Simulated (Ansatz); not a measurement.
K₂S:
Space group Fm-3m (No. 225); a = 7.336 Å, b = 7.336 Å, c = 7.336 Å, α = 90.00°, β = 90.00°, γ = 90.00°

| atom | site | symmetry | x | y | z |
|---|---|---|---|---|---|
| K | 8c | -43m | 0.2500 | 0.2500 | 0.2500 |
| S | 4a | m-3m | 0.0000 | 0.0000 | 0.0000 |
(The calculation used a cell of 3 atoms; values per cell refer to that cell.)

Relaxed with PBEsol. 

### Question
HSE06 on this cell (Ansatz, an electronic-structure program, PAW) gives a gap of 3.39 eV. What does PBEsol give?

### Answer
2.35 eV.

Cost on shared cores: the PBEsol run (SCF on a 7×7×7 mesh, then bands and DOS) roughly 18 core-seconds, the HSE06 run (SCF on 5×5×5, then a few points) about 3 core-minutes (a rough figure); the tasks are unlike.

Symmetry was held in the PBEsol relaxation.

Potentials: the later of the program's two PAW sets.

Ansatz is a plane-wave DFT program.
